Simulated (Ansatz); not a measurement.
ScOF:
```yaml
crystal:
  lattice:
    - [5.09174, 0.00000, 0.00000]
    - [0.00000, 5.06673, 0.00000]
    - [-0.90610, 0.00000, 5.07645]
  atoms:
    - { symbol: Sc, position: [0.69253, 0.47079, 0.28821] }
    - { symbol: Sc, position: [0.30747, 0.52921, 0.71179] }
    - { symbol: Sc, position: [0.30747, 0.97079, 0.21179] }
    - { symbol: Sc, position: [0.69253, 0.02921, 0.78821] }
    - { symbol: O, position: [0.54519, 0.74627, 0.01189] }
    - { symbol: O, position: [0.45481, 0.25373, 0.98811] }
    - { symbol: O, position: [0.45481, 0.24627, 0.48811] }
    - { symbol: O, position: [0.54519, 0.75373, 0.51189] }
    - { symbol: F, position: [0.94287, 0.32570, 0.65738] }
    - { symbol: F, position: [0.05713, 0.67430, 0.34262] }
    - { symbol: F, position: [0.05713, 0.82570, 0.84262] }
    - { symbol: F, position: [0.94287, 0.17430, 0.15738] }
```

Cartesian axes are those of the cell as given.

**Question.** Give the high-frequency dielectric tensor and the Born effective charge tensors of the independent atoms from DFPT, plane-wave PAW LDA (Ansatz code).

**Answer.** 
ε∞:
```
 3.36   0.00  -0.09
 0.00   4.09   0.00
-0.09   0.00   3.99
```
Z* of atom 1 (Sc), rows: field, columns: displacement, in e:
```
 3.24  -0.11  -0.06
 0.04   4.00   0.03
-0.07   0.10   3.79
```
Z* of atom 5 (O), rows: field, columns: displacement, in e:
```
-1.50  -0.02   0.23
 0.06  -2.77   0.17
 0.22   0.33  -2.68
```
Z* of atom 9 (F), rows: field, columns: displacement, in e:
```
-1.75  -0.50  -0.17
-0.50  -1.23   0.27
-0.15   0.26  -1.11
```

Space group P2_1/c. The first step of the workflow began from a Materials Project structure, measured or hypothetical; the Crystallography Open Database copy checked does not list it. Whether it is the stable phase at ambient conditions was not checked. Symmetry was held in the LDA relaxation; whether a distortion lowers the energy is not shown. No spin polarisation was allowed.

Potentials: the later of the program's two PAW sets.
